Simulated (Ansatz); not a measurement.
# TiAl: from a starting cell to a relaxed one

The start is a generated cell, TiAl placed in the AFLOW prototype AB_oP8_62_c_c (B27, as in FeB). The structure is fully relaxed (lattice and positions, P = 0) with PBE (plane waves to 420 eV, PAW, scalar-relativistic; Ansatz, an electronic-structure program). The first steps use a coarse 5×9×7 k-mesh.

Starting cell:
```
TiAl
1.0
    6.77777     0.00000     0.00000
    0.00000     3.63373     0.00000
    0.00000     0.00000     4.99915
Ti Al
4 4
Direct
  0.82000   0.25000   0.12500
  0.32000   0.25000   0.37500
  0.18000   0.75000   0.87500
  0.68000   0.75000   0.62500
  0.12500   0.25000   0.69000
  0.62500   0.25000   0.81000
  0.87500   0.75000   0.31000
  0.37500   0.75000   0.19000
```

Question: By how much does the energy per atom fall from start to end?

Answer: About 2.9 eV/atom.

Question: How does the volume change?

Answer: +12.2 %, from 15.39 to 17.27 Å³/atom.

Question: Is the relaxed structure metallic? Give its gap.

Answer: No gap (metallic).

Question: Give the final cell and atomic positions.

Answer: 
Space group Pnma (No. 62); a = 6.7882 Å, b = 3.8454 Å, c = 5.2923 Å, α = β = γ = 90.00°

| atom | site | symmetry | x | y | z |
|---|---|---|---|---|---|
| Ti | 4c | .m. | 0.1768 | 0.2500 | 0.1293 |
| Al | 4c | .m. | 0.0424 | 0.2500 | 0.6488 |

The space group stays Pnma (No. 62) (the run could not lower it), with 8 atoms in the primitive cell. Final values are on a 7×12×9 k-mesh of the relaxed cell. The start holds a very short contact (Al–Ti 2.06 Å). No spin polarisation in the result.

The run could not lose the symmetry of its start, so the end can be a saddle point.

The relaxed structure here is a generated cell of TiAl: the first start was made by placing the elements on the sites of a structure type, and the end was not matched to a known phase here, so it may be hypothetical. Known forms of TiAl include space group No. 123.
